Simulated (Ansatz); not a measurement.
Relaxed-ion elastic tensor of SrNbNO2 in space group P4/mmm (No. 123; Sr on 1a, Nb on 1d, N on 1c, O on 2e) in GPa (Voigt order), DFT-PBEsol in the program Ansatz with PAW potentials; density 5.76 g/cm³, 13.06 Å³ per atom.

```tsv
	1	2	3	4	5	6
1	391	93.7	94.4	0.0	0.0	0.0
2	93.7	391	94.4	0.0	0.0	0.0
3	94.4	94.4	414	0.0	0.0	0.0
4	0.0	0.0	0.0	101	0.0	0.0
5	0.0	0.0	0.0	0.0	101	0.0
6	0.0	0.0	0.0	0.0	0.0	97.6
```

**Question.** Is the crystal mechanically stable?

**Answer.** Yes: the smallest eigenvalue of C is 97.6 GPa.

**Question.** Work out the Voigt, Reuss and Hill averages.

**Answer.** K_V = 196, K_R = 196, K_H = 196; G_V = 121, G_R = 116, G_H = 118 GPa.

**Question.** Give Young's modulus, Poisson's ratio, Pugh's ratio and the universal anisotropy index.

**Answer.** E = 9KG/(3K + G) = 295 GPa; ν = 0.25; K/G = 1.66 (near the Pugh limit of 1.75, no verdict); A_U = 5G_V/G_R + K_V/K_R − 6 = 0.22.

**Question.** Estimate the sound speeds and the Debye temperature.

**Answer.** v_l = √((K + 4G/3)/ρ) = 7830 m/s, v_t = √(G/ρ) = 4530 m/s, mean 5030 m/s; Θ = (h/k)(3n/4πV)^(1/3) v_m = 635 K.

**Question.** Solve the Christoffel equation for the three sound speeds along x, y, z.

**Answer.** Eigenvalues of C_ijkl n_j n_l equal ρv². In km/s, slowest first: x 4.12, 4.18, 8.24; y 4.12, 4.18, 8.24; z 4.18, 4.18, 8.47.

**Question.** How much does each axis shrink under pressure?

**Answer.** Linear compressibilities β_i = Σ_j S_ij (j = 1 to 3): x 1.7, y 1.7, z 1.6 per TPa.

The workflow started from a Materials Project entry (that database holds measured and hypothetical structures alike); the Crystallography Open Database copy checked does not list it. With N and O taken as one species the cell has the higher symmetry Pm-3m, so it may be an ordered model of a mixed-site phase. Whether it is the stable phase at ambient conditions was not checked. Symmetry was held in the PBEsol relaxation. At this level the phase is dynamically unstable (imaginary phonons). No spin polarisation was allowed. As this level gives no gap, shear constants depend on the k-mesh and smearing (Fermi–Dirac, 0.1 eV here).

Potentials: the later of the program's two PAW sets.
